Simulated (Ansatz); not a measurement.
Y2CTe2, M2XT2 MXene (fcc sites)-type layer, relaxed and computed with two functionals in Ansatz (plane waves, PAW).

| functional | a (Å) | thickness (Å) |
|---|---|---|
| PBE | [?] | [?] |
| r²SCAN+D4 | 3.644 | 7.47 |

Task: Some entries are withheld; supply them.

Result: 
- PBE, a (Å): 3.643
- PBE, thickness (Å): 7.53

All cells were relaxed under the symmetry of their starts (and spin orders); stability against distortions was not tested throughout. Rows with no word on spin ran without spin polarisation. Scalar-relativistic: spin–orbit coupling is off unless named, which matters more the heavier the elements. Constructed layers (a layer type filled with these elements): Y2CTe2, M2XT2 MXene (fcc sites)-type layer; Y2CTe2, M2XT2 MXene (fcc sites)-type layer.

Potentials: the later of the program's two PAW sets.

Ansatz (a quantum-chemistry and plane-wave program) is a plane-wave DFT program.
